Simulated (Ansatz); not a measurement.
**Structure relaxation, Pt**

The start is a relaxed Pt cell displaced along its unstable phonon at q = (0, 0, ½) of its primitive reciprocal cell (23i cm⁻¹), largest move 0.15 Å. The structure is fully relaxed (lattice and positions, P = 0) with r2SCAN (plane waves to 500 eV, PAW, scalar-relativistic; Ansatz, a quantum-chemistry and plane-wave program). The first steps use a coarse 14×14×6 k-mesh.

Starting cell:
```
Pt
1.0
    2.66964     0.00000     0.00000
   -1.33482     2.31197     0.00000
    0.00000     0.00000     5.34001
Pt
2
Direct
  0.96756   0.93512   0.00000
  0.03244   0.06488   0.50000
```

```yaml
largest_initial_force: 0.11 eV/Å, on Pt1, Pt2 (atoms numbered as listed)
energy_released: 0.01 eV/atom
relative_to_the_parent: It returns to the parent structure, P6/mmm (No. 191)
Shortest distances (start → end): "The closest pairs of elements (up to four, under 3.6 Å), start → end: Pt–Pt 2.67 → 2.67 Å"
band_gap_at_the_end: no gap (metallic)
optimiser_moves: 7
```

Relaxed structure:

Space group P6/mmm (No. 191); a = 2.670 Å, b = 2.670 Å, c = 2.670 Å, α = 90.00°, β = 90.00°, γ = 120.00°

```
atom  site  symmetry       x       y       z
----  ----  --------  ------  ------  ------
Pt      1a     6/mmm  0.0000  0.0000  0.0000
```

Final values are on a 20×20×17 k-mesh of the relaxed cell. No spin polarisation in the result.

The run could not lose the symmetry of its start: the end is stationary, and may be a saddle point rather than a minimum.

The relaxed structure here is a generated cell of Pt: the first start was made by placing the elements on the sites of a structure type, and the end was not matched to a known phase here, so it may be hypothetical. Known forms of Pt include space group No. 225.
